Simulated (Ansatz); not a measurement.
A relaxed structure of CuI. Space group F-43m (No. 216), zinc blende type. Method: r2SCAN (plane waves to 500 eV, PAW, scalar-relativistic; Ansatz, a first-principles code).

```cif
data_Cu4I4
_chemical_formula_sum 'Cu4 I4'
_space_group_name_H-M_alt 'F-43m'
_space_group_IT_number 216
_space_group_name_Hall 'F -4 2 3'
_cell_length_a 6.02141
_cell_length_b 6.02141
_cell_length_c 6.02141
_cell_angle_alpha 90.000
_cell_angle_beta 90.000
_cell_angle_gamma 90.000
loop_
_atom_site_label
_atom_site_type_symbol
_atom_site_symmetry_multiplicity
_atom_site_Wyckoff_symbol
_atom_site_fract_x
_atom_site_fract_y
_atom_site_fract_z
_atom_site_occupancy
Cu1 Cu 4 b 0.50000 0.50000 0.50000 1
I1 I 4 d 0.75000 0.75000 0.75000 1
```
(The calculation used a cell of 2 atoms; values per cell refer to that cell.)

```json
{
  "volume_per_atom": "27.29 Å³",
  "band_gap": "1.67 eV, direct at Γ (no spin-orbit coupling)",
  "shortest_distances": "Cu–I 2.61 Å",
  "k-mesh": "10×10×10"
}
```

Band energies at high-symmetry points (eV from the VBM; labels of this space group; no spin-orbit coupling), from −5 eV up to 2.9 eV:

| point | energies |
|---|---|
| Γ | -3.90 -3.90 -3.90 -1.92 -1.92 0.00 0.00 0.00 1.67 |
| X | -4.03 -4.03 -1.96 -1.84 -1.83 -1.57 -1.57 |
| U | -4.72 -3.97 -2.06 -1.90 -1.78 -1.56 -1.31 |
| K | -4.72 -3.97 -2.06 -1.90 -1.78 -1.56 -1.31 |
| L | -3.88 -3.88 -1.89 -1.89 -1.85 -0.75 -0.75 2.56 |
| W | -4.86 -4.13 -1.99 -1.99 -1.83 -1.66 -1.31 |

No spin polarisation in the result. Spin-orbit coupling is missing; with elements this heavy it can move band edges by tenths of an eV or more.

Measured for CuI: a 6.053 Å (as listed in arXiv:2305.18931). Computed minus measured — a: r2SCAN -0.5 %. The computed values are for a static lattice.

The run could not lose the symmetry of its start.
